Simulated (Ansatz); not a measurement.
The calculation used DFT PBE, scalar-relativistic, plane waves, PAW (Ansatz). Several structures of Zr3S2 from a search were relaxed, and the powder pattern of one of them was computed from 10° to 70° in 2θ (λ = 1.5406 Å).

Cu Kα1 powder pattern (kinematic, no thermal factors).
2θ (°) (relative intensity): 27.87 (25), 31.23 (36), 35.47 (14), 36.03 (35), 38.24 (100), 39.82 (63), 44.28 (4), 47.97 (1), 51.03 (2), 52.71 (15), 52.72 (4), 53.14 (2), 54.38 (5), 57.58 (10), 57.97 (11), 59.53 (14), 60.67 (6), 61.06 (16), 64.05 (2), 65.15 (4), 66.61 (1), 68.05 (25)

Task: Which structure gives it?
A.

```cif
data_structure
_symmetry_space_group_name_H-M 'P-3m1'
_symmetry_Int_Tables_number 164
_cell_length_a 3.5908
_cell_length_b 3.5908
_cell_length_c 8.6992
_cell_angle_alpha 90.000
_cell_angle_beta 90.000
_cell_angle_gamma 120.000
_cell_volume 97.14
loop_
_atom_site_label
_atom_site_type_symbol
_atom_site_symmetry_multiplicity
_atom_site_Wyckoff_symbol
_atom_site_fract_x
_atom_site_fract_y
_atom_site_fract_z
_atom_site_occupancy
Zr1 Zr 1 a 0.00000 0.00000 0.00000 1
Zr2 Zr 2 d 0.66667 0.33333 0.34925 1
S1 S 2 d 0.66667 0.33333 0.82045 1
```

B.

```cif
data_structure
_symmetry_space_group_name_H-M 'P4/mbm'
_symmetry_Int_Tables_number 127
_cell_length_a 7.1526
_cell_length_b 7.1526
_cell_length_c 3.4702
_cell_angle_alpha 90.000
_cell_angle_beta 90.000
_cell_angle_gamma 90.000
_cell_volume 177.53
loop_
_atom_site_label
_atom_site_type_symbol
_atom_site_symmetry_multiplicity
_atom_site_Wyckoff_symbol
_atom_site_fract_x
_atom_site_fract_y
_atom_site_fract_z
_atom_site_occupancy
Zr1 Zr 4 h 0.34233 0.15767 0.50000 1
Zr2 Zr 2 a 0.00000 0.00000 0.00000 1
S1 S 4 g 0.14855 0.35145 0.00000 1
```

C.

```cif
data_structure
_symmetry_space_group_name_H-M 'I4/mmm'
_symmetry_Int_Tables_number 139
_cell_length_a 3.5682
_cell_length_b 3.5682
_cell_length_c 15.2858
_cell_angle_alpha 90.000
_cell_angle_beta 90.000
_cell_angle_gamma 90.000
_cell_volume 194.62
loop_
_atom_site_label
_atom_site_type_symbol
_atom_site_symmetry_multiplicity
_atom_site_Wyckoff_symbol
_atom_site_fract_x
_atom_site_fract_y
_atom_site_fract_z
_atom_site_occupancy
Zr1 Zr 4 e 0.50000 0.50000 0.12736 1
Zr2 Zr 2 a 0.00000 0.00000 0.00000 1
S1 S 4 e 0.00000 0.00000 0.17619 1
```

Result: B. Its strongest line, at 2θ = 38.24°, has d = λ/(2 sin θ) = 2.352 Å and is the (2 1 1) reflection of the conventional P4/mbm cell with a = 7.153 Å, c = 3.470 Å. The others have their strongest lines at 35.5° (P-3m1); 35.6° (I4/mmm). In energy it lies 73 meV/atom above the lowest of those shown.

These are computed cells and needn't be stable.
